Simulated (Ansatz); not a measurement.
CuAu (L1₀ or tetragonal B2, space group No. 123) at seven volumes, plane-wave PAW PBE (Ansatz code), shape and atoms relaxed at each. One row is withheld.

| V (Å³/atom) | P (GPa) |
|---|---|
| 13.648 | 17.20 |
| 14.098 | 10.33 |
| 14.547 | 4.66 |
| 14.997 | 0.00 |
| 15.447 | -3.84 |
| 15.897 | ? |
| 16.347 | -9.55 |

### Question
Fit the shown pressures and predict the withheld one.

### Answer
Third-order Birch–Murnaghan: P = (3/2)B₀(x^(7/2) − x^(5/2))[1 + (3/4)(B′ − 4)(x − 1)] with x = (V₀/V)^(2/3). Least squares on the six rows gives V₀ = 14.997 Å³/atom, B₀ = 140.7 GPa, B′ = 5.53. At V = 15.897, x = 0.9619 and P = -6.98 GPa. The run itself gave -6.98 GPa.

Space group P4/mmm (L1₀ or tetragonal B2). The PBE relaxation kept the symmetry of its start. No spin polarisation was allowed. Spin–orbit coupling is left out wherever it is not named.

Potentials: the earlier of the program's two PAW sets.
